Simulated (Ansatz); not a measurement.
## CsPbBr3: XPS core lines

Cell: an entry of the Crystallography Open Database (COD), ions relaxed with PBE at fixed cell, repeated to a supercell; a hole's nearest image is 8.3 Å away.

Space group Pm-3m (No. 221); a = 5.8700 Å.

| site | Wyckoff | site symmetry | x | y | z |
| --- | --- | --- | --- | --- | --- |
| Cs1 | 1a | m-3m | 0.0000 | 0.0000 | 0.0000 |
| Pb3 | 1b | m-3m | 0.5000 | 0.5000 | 0.5000 |
| Br5 | 3c | 4/mm.m | 0.0000 | 0.5000 | 0.5000 |

One atom of each set is listed; the run and its k-mesh use a cell of 10 atoms with edges of 8.30, 8.30, 8.30 Å.

Method: Kohn–Sham DFT in Ansatz, PBE, plane waves and PAW, scalar-relativistic, 420 eV cutoff, Γ-centred 3×3×3 k-points, fixed occupations.

Each value is a total-energy difference between the cell with one core hole and the ground state (ΔSCF), counted from the top of the valence band. The cell with the hole is spin-polarised, as the shell with the hole is left with one unpaired spin. The periodic images are corrected with the calculated ε∞ = 4.64.

**Question.** Give the Cs 3d, Pb 4f, Br 3d lines of each distinct site.

**Answer.** 

| line | atom | first shell | E_B (eV) | j = l + ½ / j = l − ½ (eV) |
| --- | --- | --- | --- | --- |
| Cs 3d | 1 | 12 Br at 4.15 Å | 725.2 | 719.6 / 733.5 |
| Pb 4f | 3 | 6 Br at 2.94 Å | 138.4 | 136.3 / 141.2 |
| Br 3d | 5 | 2 Pb at 2.94 Å, angle 180° | 68.3 | 67.9 / 68.9 |

For p, d and f shells E_B is the weighted mean of the two lines, whose splitting comes from the free atom's Dirac orbitals.

The program doubts some values: the cell is too small to check the potential alignment. Absolute PBE values can be off by an eV or more, and the 3d and 4f lines of heavy atoms by several eV. Multiplets, satellites and widths aren't calculated.

This high-symmetry form of CsPbBr3 is unstable when cold, to tilts of the octahedra. The symmetry of the cell holds that distortion back, wholly or in part, and it would change the field gradients, the more the larger the distortion.

The run took 69 s of wall time (69 s of CPU time) and 0.92 GiB at its peak, on 1 thread of Arm Neoverse V2 (aarch64; 8 cores open to the job, memory cap 3.0 GiB, no GPU), a shared host with a load of 0.3 a core.
